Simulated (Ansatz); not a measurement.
**Electric field gradients in RbLuSe2**

```
Rb Lu Se
1.0
     2.06813    1.19404    7.92388
    -2.06813    1.19404    7.92388
     0.00000   -2.38807    7.92388
Rb Lu Se
1 1 2
Direct
  0.00000 0.00000 0.00000
  0.50000 0.50000 0.50000
  0.23049 0.23049 0.23049
  0.76951 0.76951 0.76951
```

Atoms are numbered in the order listed.

Structure from Materials Project entry mp-10785 (possibly hypothetical), not relaxed further.

Levels of theory: DFT, r2SCAN, all-electron PAW with datasets made for the crystal, scalar-relativistic (Ansatz 0.2.0); DFT, r2SCAN, PAW with Ansatz's default frozen-core files, scalar-relativistic (Ansatz 0.2.0).

For the crystal-made all-electron datasets (AE datasets): a Γ-centred 7×7×7 k mesh, Fermi–Dirac smearing of 0.01 eV, cutoff 340 eV (chosen by the program for this cell), no spin polarisation. PAW takes a cutoff of 500 eV at this cell (files made with PBE, cores remade for this functional). The Ansatz runs share mesh, smearing and spin set-up.

No spin–orbit coupling: at heavy atoms the gradients can be off by tens of per cent for that reason.

Vzz is the principal value of largest size of the traceless field-gradient tensor, in 10²¹ V/m², and η = (Vxx − Vyy)/Vzz with |Vzz| ≥ |Vyy| ≥ |Vxx|.

```tsv
site	site symmetry	Vzz (η), AE datasets	Vzz (η), PAW
Rb1	-3m	-6.20 (η = 0.00)	-6.21 (η = 0.00)
Lu2	-3m	3.31 (η = 0.00)	3.16 (η = 0.00)
Se3	3m	-0.86 (η = 0.00)	-0.85 (η = 0.00)
```

The Cartesian tensor at Rb1 from AE datasets, in 10²¹ V/m²:

```
 3.10  0.00  0.00
 0.00  3.10  0.00
 0.00  0.00 -6.20
```
